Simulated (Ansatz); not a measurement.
Starting cell, Na (bcc, W type):

```
Na
1.0
   -4.19680     4.19680     4.19680
    0.00000     0.00000     4.19680
    0.00000     4.19680     0.00000
Na
2
Direct
  0.00000   0.00000   0.00000
  0.50000   0.00000   0.00000
```

A phonon eigenvector at H = (0.5, 0.5, 0.5) is frozen into this cell: atom i moves by Q times the vector below, so Q is the largest atomic displacement, in Å. The cell is held. It is one choice among 3 degenerate patterns. (q is in reciprocal vectors of the primitive cell; the cell shown is doubled to hold the pattern.)

```tsv
atom	x	y	z
Na1	0.000	0.000	-1.000
Na2	0.000	0.000	1.000
```

Method: PBE (plane waves to 420 eV, PAW, scalar-relativistic; Ansatz, a first-principles code). k mesh 16×16×16 (Γ-centred), Fermi-Dirac smearing 0.05 eV. The energy includes the smearing's −TS. With partly filled bands, energies and forces of such displacements shift with the k mesh and the smearing. Na was relaxed with its symmetry unable to fall. The PAW data are Ansatz's earlier set. ΔE is measured from the undisplaced structure. The last digit holds for this mesh only.

```
Q (Å)    ΔE (meV/cell)
-------  -------------
-0.2800       withheld
-0.2333           68.4
-0.1867           44.3
-0.1400           25.1
-0.0933           11.2
-0.0467            2.8
0.0000             0.0
0.0467             2.8
0.0933            11.2
0.1400            25.1
0.1867            44.3
0.2333            68.4
0.2800        withheld
```

Task: Fit an even polynomial form (powers 2, 4) to the given rows and predict ΔE at Q = -0.2800.

Result: Least squares on the 11 given rows: ΔE = (1295)·Q² + (-692.8)·Q⁴, in meV/cell with Q in Å; root-mean-square residual 0.02 meV/cell. At -0.2800 the fit gives 97.3 meV/cell; the calculation gives 97.1 meV/cell, so the extrapolation is off by 0.2 (+0.2 %). The quadratic term alone would give 101.5 meV/cell.

(A displaced cell: forces are minus the slopes of the energy, force constants its curvatures, and phonons follow from these.)
